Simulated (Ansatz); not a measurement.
Cd (simple cubic): energy against volume

Method: Ansatz 0.2.0, DFT, PBEsol, plane waves (420 eV) with PAW, scalar-relativistic. The PAW files were generated under PBE, with cores re-solved for the functional.

The cell is scaled uniformly from the relaxed one, with fractional coordinates and shape fixed. Energies are extrapolated to zero smearing, pressures are those at the given smearing. Magnetic state: spin not included.

A Birch-Murnaghan fit gives V₀ = 24.51 Å³/atom, B₀ = 42 GPa, B₀′ = 5.8.

Question: What are the energy above the minimum and the pressure at 21.550 Å³/atom?

Answer: 62.8 meV/atom and 7.95 GPa as computed.

Question: What are the energy above the minimum and the pressure at 22.530 Å³/atom?

Answer: 25.4 meV/atom and 4.61 GPa as computed.

Question: What are the energy above the minimum and the pressure at 25.468 Å³/atom?

Answer: 4.5 meV/atom and -1.41 GPa as computed.
